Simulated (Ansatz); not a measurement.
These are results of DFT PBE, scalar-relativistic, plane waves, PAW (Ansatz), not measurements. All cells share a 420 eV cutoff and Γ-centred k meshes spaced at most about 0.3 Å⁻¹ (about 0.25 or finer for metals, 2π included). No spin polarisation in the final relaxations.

Temperature and zero-point effects are left out.

Two relaxed structures of PN:

A.

```
P N
1.0
     6.25108    0.00000    0.00000
     0.00000    3.04955    0.00000
     0.00000    0.00000    3.73839
P N
4 4
Direct
  0.07423 0.75000 0.81172
  0.42577 0.25000 0.31172
  0.57423 0.75000 0.68828
  0.92577 0.25000 0.18828
  0.15775 0.25000 0.51421
  0.34225 0.75000 0.01421
  0.65775 0.25000 0.98579
  0.84225 0.75000 0.48579
```

B.

```
P N
1.0
     3.49503    0.00000    0.00000
     0.00000    6.05725    0.00000
    -2.27514    0.00000    3.84568
P N
4 4
Cartesian
  1.4954 5.6756 2.5639
  2.6330 3.4103 0.6411
  -1.4131 2.6470 3.2046
  -0.2755 0.3816 1.2818
  2.9953 5.0536 0.1440
  1.8577 4.0323 2.0669
  -0.6379 2.0249 1.7788
  -1.7754 1.0037 3.7017
```

Question: Which would you expect to be lower, and how large is the difference?

Answer: B is lower, by 214 meV/atom. A has space group Pnma (No. 62), 8.9 Å³/atom and no gap on its mesh; B has space group P2_1/c (No. 14), 10.2 Å³/atom and a gap of 1.04 eV. Counting N atoms around P (those within 1.25 times the shortest such distance or 1.15 times the sum of covalent radii), A has P 4 and B has P 3. A and B both hold P–P chains. The lower one is the more open, so pressure narrows the difference. Even the lower one lies +0.10 eV/atom against the reference forms of the elements (uncorrected), a margin that errors in the energy of the gaseous reference can exceed. In A, P is surrounded by 4 N at 1.84–1.96 Å and 2 P at 2.27 Å; around N lie 4 P at 1.84–1.96 Å. In B, P is surrounded by 3 N at 1.74–1.81 Å and 2 P at 2.28–2.32 Å; N has 3 P at 1.74–1.81 Å. Both come from invented guesses.

Kohn–Sham gaps at this level usually fall short of measured ones. Cells relaxed within their symmetry can be saddle points. The P2_1/c cell of PN came from shaking the Pnma one.
